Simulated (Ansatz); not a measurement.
**Calculated 17O NMR of the central transition for LiGaSi2O6**

Cell: a Materials Project structure (computed, not necessarily an observed phase), taken as it stands.

```cif
data_LiGaSi2O6
_symmetry_space_group_name_H-M 'C2/c'
_symmetry_Int_Tables_number 15
_cell_length_a 9.7376
_cell_length_b 8.7101
_cell_length_c 5.3400
_cell_angle_alpha 90.000
_cell_angle_beta 110.820
_cell_angle_gamma 90.000
loop_
_atom_site_label
_atom_site_type_symbol
_atom_site_symmetry_multiplicity
_atom_site_Wyckoff_symbol
_atom_site_fract_x
_atom_site_fract_y
_atom_site_fract_z
Li Li 4 e 0.5000 0.2415 0.7500
Ga Ga 4 e 0.5000 0.6014 0.7500
Si Si 8 f 0.2965 0.9094 0.7624
O9 O 8 f 0.6446 0.0005 0.9486
O13 O 8 f 0.1139 0.0844 0.1440
O14 O 8 f 0.6325 0.2598 0.1715
```

One atom of each set is listed; the run and its k-mesh use a cell of 20 atoms with edges of 6.53, 6.53, 5.34 Å.

All values are calculated (Ansatz; DFT, PBE, plane waves and PAW, scalar-relativistic, 420 eV cutoff, Γ-centred 4×4×5 k-points, Fermi–Dirac smearing 0.02 eV), not measured.

17O has I = 5/2 and Q = -25.58 mb (Pyykkö 2018); at 9.4 T its Larmor frequency is ν₀ = 54.3 MHz. Only the quadrupole interaction is simulated: positions count from each site's isotropic chemical shift, and J coupling is left out, as are shift anisotropy and dipolar coupling, which fast spinning averages.

(1) What does the 17O spectrum (fast magic-angle spinning) show for each site?

Results:

(1) 

```tsv
site	first shell	C_Q (MHz)	η	P_Q (MHz)	δ_QIS (ppm)	breadth (kHz)
O9	2 Si at 1.64 Å, angle 142°; also 2 Li at 2.54–3.26 Å	-5.56	0.15	5.59	-63.5	7.71
O13	1 Si at 1.66 Å, 2 Ga at 2.01–2.15 Å, 1 Li at 2.07 Å	3.87	0.66	4.14	-34.9	4.37
O14	1 Si at 1.61 Å, 1 Ga at 1.92 Å; also 1 Li at 2.17 Å	-5.15	0.17	5.17	-54.5	6.64
```

δ_QIS = −(ν_Q²/30ν₀²)[I(I+1) − 3/4](1 + η²/3) × 10⁶ ppm with ν_Q = 3|C_Q|/[2I(2I−1)]; it falls as 1/B₀² in ppm, and the breadth as 1/B₀ in kHz.

At O9 and O14 V_zz runs parallel to the line that joins its two neighbours (within 3°) in each case.
